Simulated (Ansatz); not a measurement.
Input and command of a calculation in Ansatz (plane waves; scalar-relativistic PAW potentials unless the input names others):

```yaml
crystal:
  lattice:
    - [7.6282464945, 0.0, 0.0]
    - [-3.8141232472, 6.6062552505, 0.0]
    - [0.0, 0.0, 5.7404183522]
  atoms:
    - { symbol: K, position: [0.8152700895, 0.630540179, 0.25] }
    - { symbol: K, position: [0.1847299105, 0.8152700895, 0.75] }
    - { symbol: K, position: [0.369459821, 0.1847299105, 0.25] }
    - { symbol: K, position: [0.1847299105, 0.369459821, 0.75] }
    - { symbol: K, position: [0.8152700895, 0.1847299105, 0.25] }
    - { symbol: K, position: [0.630540179, 0.8152700895, 0.75] }
    - { symbol: Os, position: [0.3333333333, 0.6666666667, 0.25] }
    - { symbol: Os, position: [0.6666666667, 0.3333333333, 0.75] }
basis:
  ecutwfc: 420
kpoints:
  mp_grid: { grid: [6, 6, 8] }
hamiltonian:
  xc: pbe
scf:
  occupations: { method: gaussian, width: 0.1 }
  max_iter: 60
output:
  forces: true
  eigenvalues: true
  stress: true
total_charge: -4
```

```bash
ansatz run input.yaml --threads 1 --pin off --max-ram 2560MiB --backend cpu --events-out ev --progress --plain --runs-dir out
```

Abridged log:
```
Pseudopotentials: kind: paw
Pseudopotential: K, paw, valence charge 9, recommended cutoff 420 eV (normal)
Pseudopotential: Os, paw, valence charge 16, recommended cutoff 420 eV (normal)
Functional definition: PBE
Crystal: 8 atoms, lattice volume = 289.283 Å³
Basis set: ecut = 420 eV, 5617 PW (Γ), exchange–correlation on 108×108×80 points (8 copies of the dense FFT grid, shifted against one another)
Bands: 54, of which v1, the nominal top of the filled ones, is band 45 counted from 1 (44 counted from 0)
Symmetry: 24 space group operations
Space group: P63/mmc (ITA 194), of the structure as read, at distance tolerance 6.6e-5 Å
k-points: 35 of 288
Initial density: superposition of atomic densities (neutral atoms scaled as one to the charged cell's electrons: chi_scale 0, normalization atom), corrected by the library's trained network
Initial wavefunctions: pseudopotential atomic-orbital guess
Functional: x = pbe(κ = 0.804, μ = 0.21951497), c = pbe(β = 0.06672455)
SCF iter   1: F=—  HF=-31990.809758 eV  |F-HF|=—  |Δ(HF+E_count)|=         —  Δρ=1.78e-1  dr2=2.90e2  ethr=1.77e-3  ⟨swp⟩=10.1  Hψ=8563  notcnv=0
SCF iter   2: F=—  HF=-31963.144252 eV  |F-HF|=—  |Δ(HF+E_count)|=    2.77e1  Δρ=2.93e-2  dr2=5.91e0  ethr=1.77e-3  ⟨swp⟩=3.9  Hψ=4776  notcnv=0  defer=73
SCF iter   3: F=—  HF=-31962.027175 eV  |F-HF|=—  |Δ(HF+E_count)|=    1.12e0  Δρ=1.47e-2  dr2=1.93e0  ethr=1.77e-3  ⟨swp⟩=2.1  Hψ=3723  notcnv=0  defer=72
SCF iter   4: F=—  HF=-31961.586726 eV  |F-HF|=—  |Δ(HF+E_count)|=   4.40e-1  Δρ=8.97e-3  dr2=6.44e-1  ethr=1.77e-3  ⟨swp⟩=3.6  Hψ=3370  notcnv=0  defer=72
SCF iter   5: F=—  HF=-31961.513179 eV  |F-HF|=—  |Δ(HF+E_count)|=   7.35e-2  Δρ=2.56e-3  dr2=3.85e-2  ethr=7.16e-4  ⟨swp⟩=2.0  Hψ=2213  notcnv=0  defer=72
SCF iter   6: F=—  HF=-31961.507131 eV  |F-HF|=—  |Δ(HF+E_count)|=   6.05e-3  Δρ=1.33e-3  dr2=8.65e-3  ethr=4.27e-5  ⟨swp⟩=1.8  Hψ=2283  notcnv=0  defer=70
SCF iter   7: F=—  HF=-31961.506359 eV  |F-HF|=—  |Δ(HF+E_count)|=   7.72e-4  Δρ=3.17e-4  dr2=3.26e-4  ethr=9.61e-6  ⟨swp⟩=2.0  Hψ=2170  notcnv=0  defer=70
SCF iter   8: F=—  HF=-31961.506344 eV  |F-HF|=—  |Δ(HF+E_count)|=   1.44e-5  Δρ=7.71e-5  dr2=2.94e-5  ethr=3.62e-7  ⟨swp⟩=2.2  Hψ=2477  notcnv=0  defer=70
SCF iter   9: F=—  HF=-31961.506189 eV  |F-HF|=—  |Δ(HF+E_count)|=   1.55e-4  Δρ=3.99e-5  dr2=1.13e-5  ethr=3.26e-8  ⟨swp⟩=2.7  Hψ=2918  notcnv=0  defer=70
SCF iter  10: F=—  HF=-31961.506188 eV  |F-HF|=—  |Δ(HF+E_count)|=   7.84e-7  Δρ=4.37e-6  dr2=1.04e-7  ethr=1.25e-8  ⟨swp⟩=2.0  Hψ=2074  notcnv=0  defer=70
SCF iter  11: F=-31961.506188 eV  HF=-31961.506188 eV  |F-HF|=1.87e-8  |Δ(HF+E_count)|=   2.57e-8  Δρ=2.21e-6  dr2=3.16e-8  ethr=1.11e-10  ⟨swp⟩=14.6  Hψ=7955  notcnv=0
SCF 1 converged in 11 iterations: F = -31961.506188 eV  dr2 = 3.16e-8
SCF converged after 11 iterations
Free energy (F): -31961.506188 eV
Harris-Foulkes:  -31961.506188 eV  (|F-HF|=1.87e-8)
Internal energy: -31961.440181 eV  (E = F + TS)
E sigma→0 (E₀):  -31961.473185 eV
Entropy (-TS):   -0.066007 eV (-8.251 meV/atom)
Fermi energy:    5.866091 eV
--- Forces (eV/Å), atoms counted from 1 ---
  atom   1  K      0.00000000    -0.00226719     0.00000000
  atom   2  K      0.00196344    -0.00113360     0.00000000
  atom   3  K      0.00196344     0.00113360     0.00000000
  atom   4  K      0.00000000     0.00226719     0.00000000
  atom   5  K     -0.00196344     0.00113360     0.00000000
  atom   6  K     -0.00196344    -0.00113360     0.00000000
  atom   7  Os     0.00000000     0.00000000     0.00000000
  atom   8  Os     0.00000000     0.00000000     0.00000000
--- Stress (GPa, compression-positive) ---
       -7.075372       0.000000       0.000000
        0.000000      -7.075372       0.000000
        0.000000       0.000000      -7.451659
  P = ⅓ Tr σ = -7.2008 GPa (-72.008 kbar)
```

Task: Find the fault.

Result: The fault is a net charge on a solid that should be neutral, 4 electrons a cell too many, offset by a uniform background, so that energy and pressure hang on that convention (total_charge: not typed → -4, the first being the value of the sound run). Setting it back cures it. The run converged all the same, with a total energy on another zero, pressure -7.20 GPa (with the neutralising background of the charged cell), largest force 0.002 eV/Å, no gap on the mesh, so convergence alone doesn't show that an input is right. A reference run on usual settings, whose relaxation ended at this geometry, converged, and the end of its own relaxation has pressure -0.01 GPa, largest force 0.000 eV/Å, no gap on the mesh.

Time: 18 s on 1 thread of Intel(R) Xeon(R) 6975P-C (Granite Rapids), on a shared host, peak memory 0.74 GiB.